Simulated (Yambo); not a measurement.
SnSe2 (CdI2 type, space group P-3m1, No. 164), G0W0@PBEsol in Yambo with this input:

```
rim_cut
gw0
dyson
el_el_corr
HF_and_locXC
ppa
em1d
RandQpts= 1000000
RandGvec= 1 Ry
EXXRLvcs= 86 Ry
VXCRLvcs= 344 Ry
Chimod= "HARTREE"
% BndsRnXp
 21 | 322 |
%
NGsBlkXp= 8 Ry
% LongDrXp
 1.0 | 1.0 | 1.0 |
%
PPAPntXp= 27.2114 eV
% GbndRnge
 1 | 322 |
%
GTermKind= "BG"
DysSolver= "n"
ExtendOut
```

On a 3×3×2 mesh, with wavefunctions cut at 86 Ry, the gap (A → Γ) is 1.771 eV and the valence edge shifts by -0.938 eV.

Q: What happens with this change: 1 Ry block?

A: The gap rises by 0.141 eV, to 1.912 eV; the shift of the valence edge becomes -0.590 eV. Neither run is shown to be the converged limit. The mesh misses a band edge: along a dense path the PBEsol gap is 0.64 eV against 0.95 eV on the mesh.

The standard potentials for Se, Sn keep a d shell in the valence without the s and p states of that shell. In tests on such compounds this moved G0W0 gaps by up to about 0.9 eV, so absolute quasiparticle energies here are unreliable; differences between settings are what counts.

Spin-orbit coupling is included.

Geometry of the Materials Project entry, not relaxed at this level; primitive cell a = 3.8419 Å, b = 3.8419 Å, c = 6.4859 Å, α = 90.00°, β = 90.00°, γ = 120.00°.

A shift is the quasiparticle energy of the state minus its PBEsol energy.

The distance between layers or molecules is the database entry's, not relaxed here. Functionals without dispersion can leave it too large, which widens gaps and weakens the response across layers: the numbers belong to this cell.
